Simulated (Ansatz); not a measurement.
BAs (zinc blende), conventional cell a = b = c = 4.7679 Å, α = β = γ = 90.00°. The calculation uses the primitive cell of 2 atoms, to which meshes and values per cell refer.

The volume is varied about the relaxed value V₀ at fixed cell shape. Symmetry pins the atoms to their sites.

These are PBEsol (plane waves to 420 eV, PAW, scalar-relativistic; Ansatz, a program for electronic structure) values and carry that method's errors. k mesh 13×13×13 (Γ-centred), Fermi-Dirac smearing 0.05 eV. E stands for the smeared free energy. Compression counts positive. BAs was relaxed with its symmetry unable to fall. ΔE is measured from the relaxed starting cell.

```json
[
 {"a (Å)": "4.4987", "ΔE (meV/atom)": "203.3", "P (GPa)": "34.7"},
 {"a (Å)": "4.5551", "ΔE (meV/atom)": "122.3", "P (GPa)": "25.3"},
 {"a (Å)": "4.6101", "ΔE (meV/atom)": "64.8", "P (GPa)": "17.4"},
 {"a (Å)": "4.6639", "ΔE (meV/atom)": "27.2", "P (GPa)": "10.6"},
 {"a (Å)": "4.7165", "ΔE (meV/atom)": "6.4", "P (GPa)": "4.9"},
 {"a (Å)": "4.7679", "ΔE (meV/atom)": "0.0", "P (GPa)": "0.0"},
 {"a (Å)": "4.8182", "ΔE (meV/atom)": "5.8", "P (GPa)": "-4.1"},
 {"a (Å)": "4.8675", "ΔE (meV/atom)": "21.9", "P (GPa)": "-7.7"},
 {"a (Å)": "4.9158", "ΔE (meV/atom)": "46.8", "P (GPa)": "-10.7"},
 {"a (Å)": "4.9632", "ΔE (meV/atom)": "79.1", "P (GPa)": "-13.2"},
 {"a (Å)": "5.0097", "ΔE (meV/atom)": "117.7", "P (GPa)": "-15.3"}
]
```

Summary:

```yaml
pressure_at_the_smallest_volume: 34.7 GPa
energy_cost_of_the_largest_compression: 203.3 meV/atom
energy_cost_of_the_largest_expansion: 117.7 meV/atom
Bulk modulus B₀ (third-order Birch-Murnaghan fit): 140 GPa
Pressure derivative B₀′ (fit): 4.1
equilibrium_volume_of_the_fit: 13.55 Å³/atom
Pressure for 5 % compression (fit): 8.0 GPa
```

(Under strain, the slope of the energy per volume gives the stress and its curvature an elastic modulus.)
